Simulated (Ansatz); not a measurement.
A geometry of Sr away from equilibrium: step 2 of the relaxation of a generated cell, Sr built in the AFLOW prototype A_hP3_152_a (A8, as in Se). The numbers are results of r2SCAN (plane waves to 500 eV, PAW, scalar-relativistic; Ansatz, a quantum-chemistry and plane-wave program), not measurements. Γ-centred k-mesh 7×7×5 on the run's cell (coarser than for final values), Fermi–Dirac smearing 0.05 eV.

```xyz
3
Lattice="5.5005 0.0000 0.0000 -2.7502 4.7636 0.0000 0.0000 0.0000 6.3049" Properties=species:S:1:pos:R:3:forces:R:3 pbc="T T T" free_energy=-10663.394 pressure_GPa=0.5
Sr     1.4327     0.0000     5.2540    1.6217    0.0000    0.0000
Sr    -0.7163     1.2407     1.0508   -0.8109    1.4045    0.0000
Sr     2.0339     3.5228     3.1524   -0.8109   -1.4045    0.0000
```

Positions in Å, forces in eV/Å, free energy of the cell in eV (comparable only within this code, potentials and settings). Largest force: 1.62 eV/Å, on Sr1, Sr2, Sr3 (atoms numbered as listed); the geometry lies 0.66 eV/atom above the end of its relaxation.

No spin polarisation in the result.

The run could not lose the symmetry of its start.

The relaxed structure has the type that Sr is known to take under pressure; here it was relaxed at zero pressure, from a generated start.
